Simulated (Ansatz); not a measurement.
Given:

CoIrPt:
```cif
data_CoIrPt
_chemical_formula_sum 'Co1 Pt1 Ir1'
_space_group_name_H-M_alt 'P 1'
_space_group_IT_number 1
_cell_length_a 2.71249
_cell_length_b 2.71249
_cell_length_c 6.55060
_cell_angle_alpha 90.000
_cell_angle_beta 90.000
_cell_angle_gamma 120.000
loop_
_space_group_symop_operation_xyz
  'x, y, z'
loop_
_atom_site_label
_atom_site_type_symbol
_atom_site_fract_x
_atom_site_fract_y
_atom_site_fract_z
_atom_site_occupancy
Co1 Co 0.00000 0.00000 0.99439 1
Pt1 Pt 0.33333 0.66667 0.32090 1
Ir1 Ir 0.66667 0.33333 0.68470 1
```
The run is spin-polarised; directions of the spins, atom by atom: ↑ 0 0.

This is the PBE-relaxed structure.

**Question.** All from PBE in the plane-wave PAW code Ansatz, unless another level is named. Predict the density of states at the Fermi level.

**Answer.** 1.5 states/eV per atom (mean over ±0.08 eV).

**Question.** And the formation energy from the elements (no fitted shifts)?

**Answer.** 0.025 eV/atom.

Space group P3m1. The start of the workflow was typed in or built on a structure type; neither database checked (COD, Materials Project) lists it. Whether it is the stable phase at ambient conditions was not checked. Symmetry was held in the PBE relaxation; its stability against distortions is not shown here. Magnetic state: ferromagnetic, the only order run, not a proven ground state. The references are the lowest solids computed at this level, not always the standard phases. Scalar-relativistic: spin–orbit coupling is off unless named, which matters more the heavier the elements.

Potentials: the later of the program's two PAW sets.
